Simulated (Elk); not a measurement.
An Elk run on TiFe with settings drawn from a wide range, so not all are converged; totals and levels move with the basis, and no second program has checked them. The calculation used DFT, LDA (Perdew-Zunger), all-electron APW+lo, Dirac cores, scalar-relativistic bands (Elk 11.2.3 with local patches). Elk's input is in atomic units.

Command: `OMP_NUM_THREADS=1 elk`

```
tasks
  0
  110
  115
  15
  33
  43
  53
  73

xctype
  2

rgkmax
  9

gmaxvr
  10

lmaxapw
  8

lmaxo
  6

lmaxi
  4

nrmtscf
  1

nempty
  8

epspot
  1e-07

epsengy
  1e-05

maxscl
  100

swidth
  0.0005

stype
  1

lradstp
  4

mixtype
  3

hmaxvr
  4

nxlo
  1

reducebf
  0.5

spinpol
  .true.

tforce
  .false.

spincore
  .true.

sppath
  './'

avec
  5.62382494689 0.00000000000 0.00000000000
  0.00000000000 5.62382494689 0.00000000000
  0.00000000000 0.00000000000 5.62382494689

atoms
  2
  'Ti.in'
  1
  0.500000000000 0.500000000000 0.500000000000   0.000 0.000 0.000
  'Fe.in'
  1
  0.000000000000 0.000000000000 0.000000000000   0.000 0.000 -2.000

ngridk
  6 6 6

plot3d
  0 0 0
  1 0 0
  0 1 0
  0 0 1
  15 15 15
```

Muffin-tin radii in the species files: Ti 2.02, Fe 2.02 bohr.

The cell comes from COD entry 1522778, which wasn't checked; take it as a given geometry.

Question: What does the run give?

Answer: It refused before any iteration.
```
Error(init0): requested spin-polarised run with spin-unpolarised
 exchange-correlation functional
```
